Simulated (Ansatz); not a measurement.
Given:

RuW (L1₀ or tetragonal B2, space group No. 123), a = 2.7997 Å, b = 2.7997 Å, c = 3.8252 Å, α = 90.00°, β = 90.00°, γ = 90.00°.

This is the PBE-relaxed structure.

### Question
All from PBE in the plane-wave PAW code Ansatz, unless another level is named. Give the formation energy from the elements (no fitted shifts).

### Answer
0.053 eV/atom.

### Question
What about the density of states at the Fermi level?

### Answer
1.0 states/eV per atom (mean over ±0.08 eV).

Space group P4/mmm (L1₀ or tetragonal B2). A made-up cell: these elements were put on the sites of a structure type; neither database checked (COD, Materials Project) lists it. Its standing as an ambient phase is unchecked. The PBE relaxation kept the symmetry of its start; whether a distortion lowers the energy is not shown. The run is not spin-polarised. Axis ratios of metals converge slowly with the k-mesh, so a and c are less sure than the volume. The references are the lowest solids computed at this level, not always the standard phases. Scalar-relativistic: spin–orbit coupling is off unless named, which matters more the heavier the elements.

Potentials: the earlier of the program's two PAW sets.
